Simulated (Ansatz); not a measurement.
AlRu:
Space group Cmcm (No. 63); a = 2.9484 Å, b = 9.0858 Å, c = 4.0889 Å, α = β = γ = 90.00°

```
atom  site  symmetry       x       y       z
----  ----  --------  ------  ------  ------
Al      4c       m2m  0.0000  0.4071  0.2500
Ru      4c       m2m  0.0000  0.1367  0.2500
```
(The calculation used a cell of 4 atoms; values per cell refer to that cell.)

Relaxed at zero pressure with PBEsol in the plane-wave PAW code Ansatz.

Task: The volume is raised by 6 % and shape and atoms relax at that volume. What pressure results, and how do the axes share the change?

Result: -10.0 GPa; a 2.3 %, b 1.7 %, c 1.9 %; the energy rises by 27 meV/atom.

Task: Give the new structure.

Result: 
Space group Cmcm (No. 63); a = 3.0177 Å, b = 9.2387 Å, c = 4.1647 Å, α = β = γ = 90.00°

| atom | site | symmetry | x | y | z |
|---|---|---|---|---|---|
| Al | 4c | m2m | 0.0000 | 0.4062 | 0.2500 |
| Ru | 4c | m2m | 0.0000 | 0.1346 | 0.2500 |

The phase is kept; no other phase was compared at this pressure.

The start of the workflow was typed in or built on a structure type; neither database checked (COD, Materials Project) lists it. COD files the formula under space group No. 221, so this cell is another polymorph or a model. Its standing as an ambient phase is unchecked. Symmetry was held in the PBEsol relaxation; of distortions, only those at the zone centre were tested. No spin polarisation was allowed. Axis ratios of metals converge slowly with the k-mesh, so a and c are less sure than the volume.

Potentials: the later of the program's two PAW sets.
